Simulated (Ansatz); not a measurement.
Cu Kα1 powder pattern (kinematic, no thermal factors).
```json
{"2θ (°)": "15.55", "relative intensity": "83"}
{"2θ (°)": "18.33", "relative intensity": "36"}
{"2θ (°)": "22.07", "relative intensity": "100"}
{"2θ (°)": "24.13", "relative intensity": "77"}
{"2θ (°)": "28.84", "relative intensity": "10"}
{"2θ (°)": "35.23", "relative intensity": "77"}
{"2θ (°)": "36.61", "relative intensity": "80"}
{"2θ (°)": "37.15", "relative intensity": "46"}
{"2θ (°)": "39.99", "relative intensity": "2"}
{"2θ (°)": "40.50", "relative intensity": "15"}
{"2θ (°)": "43.63", "relative intensity": "31"}
{"2θ (°)": "45.01", "relative intensity": "36"}
{"2θ (°)": "47.91", "relative intensity": "34"}
{"2θ (°)": "48.99", "relative intensity": "2"}
{"2θ (°)": "50.67", "relative intensity": "10"}
{"2θ (°)": "51.71", "relative intensity": "2"}
{"2θ (°)": "52.13", "relative intensity": "49"}
{"2θ (°)": "54.34", "relative intensity": "13"}
{"2θ (°)": "57.09", "relative intensity": "1"}
{"2θ (°)": "59.56", "relative intensity": "6"}
{"2θ (°)": "59.73", "relative intensity": "31"}
{"2θ (°)": "61.77", "relative intensity": "24"}
{"2θ (°)": "61.96", "relative intensity": "1"}
{"2θ (°)": "62.14", "relative intensity": "30"}
{"2θ (°)": "64.48", "relative intensity": "9"}
{"2θ (°)": "65.55", "relative intensity": "8"}
{"2θ (°)": "66.62", "relative intensity": "13"}
{"2θ (°)": "67.83", "relative intensity": "5"}
{"2θ (°)": "70.08", "relative intensity": "9"}
{"2θ (°)": "70.94", "relative intensity": "4"}
{"2θ (°)": "71.28", "relative intensity": "1"}
{"2θ (°)": "74.49", "relative intensity": "2"}
{"2θ (°)": "77.49", "relative intensity": "6"}
{"2θ (°)": "77.82", "relative intensity": "9"}
{"2θ (°)": "79.16", "relative intensity": "5"}
{"2θ (°)": "79.80", "relative intensity": "4"}
{"2θ (°)": "79.96", "relative intensity": "7"}
{"2θ (°)": "81.29", "relative intensity": "2"}
{"2θ (°)": "82.08", "relative intensity": "11"}
{"2θ (°)": "83.41", "relative intensity": "5"}
{"2θ (°)": "85.17", "relative intensity": "6"}
{"2θ (°)": "86.15", "relative intensity": "10"}
{"2θ (°)": "86.30", "relative intensity": "3"}
{"2θ (°)": "87.27", "relative intensity": "6"}
{"2θ (°)": "88.08", "relative intensity": "8"}
{"2θ (°)": "89.72", "relative intensity": "11"}
```

The pattern is computed from a structure relaxed with DFT PBE, scalar-relativistic, plane waves, PAW (Ansatz 0.2.0). No spin polarisation. Its elements are Ge, Si.

Q: Give the structure.

A: Si5Ge.
Space group P4/mmm (No. 123). a = 5.692 Å, b = 5.692 Å, c = 4.836 Å, α = 90.00°, β = 90.00°, γ = 90.00°
| atom | site | symmetry | x | y | z |
| --- | --- | --- | --- | --- | --- |
| Si | 4k | m.2m | 0.7029 | 0.2971 | 0.5000 |
| Si | 1b | 4/mmm | 0.0000 | 0.0000 | 0.5000 |
| Ge | 1a | 4/mmm | 0.0000 | 0.0000 | 0.0000 |

A pattern alone doesn't exclude other cells with like lines; this is the one computed.

Another cell of Si5Ge relaxed alike, in P6/mmm, lies 0.34 eV/atom lower, so this cell isn't the stable form at this level.

The structure comes from a generated guess; another structure or a mixture of phases may lie lower.
